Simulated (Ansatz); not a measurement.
The relaxed structure here is a generated cell of Ti3Al: the first start was made by placing the elements on the sites of a structure type, and the end was not matched to a known phase here, so it may be hypothetical. Known forms of Ti3Al include space group No. 194.

One starting cell of Ti$_{3}$Al (a generated cell, Ti3Al placed in the AFLOW prototype AB3_hR8_148_c_f (D0_5, as in BiI3)) was relaxed twice with Ansatz (plane waves, PAW, scalar-relativistic): with PBEsol at 420 eV and with PBE at 420 eV. The PBEsol result:

Ti$_{3}$Al is modelled in the trigonal space group R-3, hexagonal axes (No. 148), Pearson symbol hR8. Cell: a = b = 5.014 Å, c = 19.971 Å, α = β = 90.00°, γ = 120.00°. Al on 6c sees 6 Ti at 2.795 Å. Ti on 18f has 3 Ti at 2.741–2.748 Å and 6 Ti at 2.888–2.902 Å and 2 Al at 2.795 Å. (Neighbours: up to the widest gap in distance over summed covalent radii, below 1.35, at either atom.)
(The calculation used a cell of 8 atoms; values per cell refer to that cell.)

```
quantity                          PBEsol  PBE
--------------------------------  ------  ---
space group                          R-3  R-3
volume (Å³/atom)                   18.12    …
a (Å)                              5.014    …
c (Å)                             19.971    …
gap (eV, no spin-orbit coupling)    0.00    …
```

**Question.** Fill in the PBE column.

**Answer.** 
- volume (Å³/atom), PBE: 18.75
- a (Å), PBE: 5.079
- c (Å), PBE: 20.143
- gap (eV, no spin-orbit coupling), PBE: 0.00

Both levels end in the same structure; PBE's volume is 3.5 % larger. Neither column is exact.

No spin polarisation in the result.

The run could not lose the symmetry of its start, so the end can be a saddle point.

Ansatz is a first-principles code.
